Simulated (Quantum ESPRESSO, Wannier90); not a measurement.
Tight-binding from DFT: YN (rock salt)

Materials Project entry mp-2114; symmetrised, unrelaxed at this level. COD (Crystallography Open Database) has an entry of this formula and space group (matched by these alone). Level: PBEsol, no spin polarisation, no spin-orbit coupling; pw.x of Quantum ESPRESSO at 68 Ry with PseudoDojo potentials, 12×12×12 k-points, Wannier90. Density: 12×12×12 mesh, cold smearing 0.01 Ry. The gap is small at this level and was sampled on the meshes and a path alone.

Input w.win:

```
num_bands = 17
num_wann = 8
exclude_bands = 1-5
num_iter = 0
conv_tol = 1.0e-6
conv_window = 4
dis_num_iter = 1000
dis_conv_tol = 1.0e-6
dis_froz_max = 13.59
write_hr = true
write_u_matrices = true
begin projections
Y: d
N: p
end projections
begin unit_cell_cart
ang
    0.0000000000    2.4483600000    2.4483600000
    2.4483600000    0.0000000000    2.4483600000
    2.4483600000    2.4483600000    0.0000000000
end unit_cell_cart
begin atoms_frac
Y    0.0000000000  0.0000000000  0.0000000000
N    0.5000000000  0.5000000000  0.5000000000
end atoms_frac
mp_grid = 12 12 12
begin kpoints
0.0000000000 0.0000000000 0.0000000000
0.0000000000 0.0000000000 0.0833333333
0.0000000000 0.0000000000 0.1666666667
... (1725 more lines: the 12x12x12 mesh through Gamma)
end kpoints
```

On the energy scale of pw.x, whose zero is arbitrary, the valence-band maximum lies at 11.97 eV. Lines of w_hr.dat (R1 R2 R3 m n Re Im, eV) for R = 0 and one of the shortest lattice vectors, rounded to 0.01 eV, lines under 0.02 eV left out; orbitals in order: Y1 dz2, Y1 dxz, Y1 dyz, Y1 dx2-y2, Y1 dxy, N2 pz, N2 px, N2 py.

```
    0    0    0    1    1    19.03     0.00
    0    0    0    6    1    -0.02     0.00
    0    0    0    2    2    17.00     0.00
    0    0    0    6    2     0.03     0.00
    0    0    0    7    2     0.03     0.00
    0    0    0    8    2     0.06     0.00
    0    0    0    3    3    17.00     0.00
    0    0    0    6    3     0.03     0.00
    0    0    0    7    3     0.06     0.00
    0    0    0    8    3     0.03     0.00
    0    0    0    4    4    19.03     0.00
    0    0    0    5    5    17.00     0.00
    0    0    0    6    5     0.06     0.00
    0    0    0    7    5     0.03     0.00
    0    0    0    8    5     0.03     0.00
    0    0    0    1    6    -0.02     0.00
    0    0    0    2    6     0.03     0.00
    0    0    0    3    6     0.03     0.00
    0    0    0    5    6     0.06     0.00
    0    0    0    6    6    11.65     0.00
    0    0    0    2    7     0.03     0.00
    0    0    0    3    7     0.06     0.00
    0    0    0    5    7     0.03     0.00
    0    0    0    7    7    11.65     0.00
    0    0    0    2    8     0.06     0.00
    0    0    0    3    8     0.03     0.00
    0    0    0    5    8     0.03     0.00
    0    0    0    8    8    11.65     0.00
   -1    0    0    1    1    -0.18     0.00
   -1    0    0    3    1    -0.12     0.00
   -1    0    0    4    1    -0.06     0.00
   -1    0    0    2    2     0.25     0.00
   -1    0    0    5    2     0.17     0.00
   -1    0    0    1    3    -0.12     0.00
   -1    0    0    3    3    -0.78     0.00
   -1    0    0    4    3     0.21     0.00
   -1    0    0    1    4    -0.06     0.00
   -1    0    0    3    4     0.21     0.00
   -1    0    0    4    4    -0.11     0.00
   -1    0    0    2    5     0.17     0.00
   -1    0    0    5    5     0.25     0.00
   -1    0    0    2    6    -1.02     0.00
   -1    0    0    6    6     0.09     0.00
   -1    0    0    8    6     0.25     0.00
   -1    0    0    1    7    -0.99     0.00
   -1    0    0    4    7     1.72     0.00
   -1    0    0    7    7    -0.07     0.00
   -1    0    0    5    8    -1.02     0.00
   -1    0    0    6    8     0.25     0.00
   -1    0    0    8    8     0.09     0.00
```
